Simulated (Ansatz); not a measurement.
**ZrHg3 squeezed and stretched**

A database entry relaxed whole under r2SCAN (Pm-3m):

```
CELL_PARAMETERS angstrom
4.41008 0.00000 0.00000
0.00000 4.41008 0.00000
0.00000 0.00000 4.41008
ATOMIC_POSITIONS crystal
Zr 0.00000 0.00000 0.00000
Hg 0.00000 0.50000 0.50000
Hg 0.50000 0.00000 0.50000
Hg 0.50000 0.50000 0.00000
```

The cell was scaled uniformly, its shape held, and the atoms relaxed at each volume with plane-wave PAW DFT (Ansatz 0.2.0; r2SCAN, 500 eV, 8×8×8 Γ-centred mesh, fermi-dirac occupations of width 0.100 eV; no spin, no spin-orbit coupling). One row is withheld.

| volume (Å³/atom) | energy over the lowest (meV/atom) | pressure (GPa) |
| --- | --- | --- |
| 20.156 | 25.4 | 6.90 |
| 20.585 | ? | ? |
| 21.014 | 2.5 | 2.03 |
| 21.443 | 0.0 | 0.02 |
| 21.871 | 2.6 | -1.75 |
| 22.300 | 9.6 | -3.30 |
| 22.729 | 20.5 | -4.65 |

**Question.** Fit the pressures of the other rows to the third-order Birch-Murnaghan form.

**Answer.** With f = [(V₀/V)^(2/3) − 1]/2 and P = 3B₀f(1 + 2f)^(5/2)[1 + 3(B₀′ − 4)f/2], least squares gives V₀ = 21.45 Å³ an atom, B₀ = 93.9 GPa and B₀′ = 5.5; the rows miss the fit by less than 0.01 GPa. The slope of the energies differs from these pressures by 0.09 GPa, since they are taken to zero smearing while pressures follow the free energy.

**Question.** What does the withheld row hold?

**Answer.** The fit gives 4.31 GPa at 20.585 Å³; the run gave 4.31 GPa and 10.7 meV an atom.

Caveats: the shape of the cell was held; 0 K, fixed nuclei; the symmetry was kept, and this need not be the phase that is stable at 0 K; one mesh for all volumes; pressure is positive in compression.
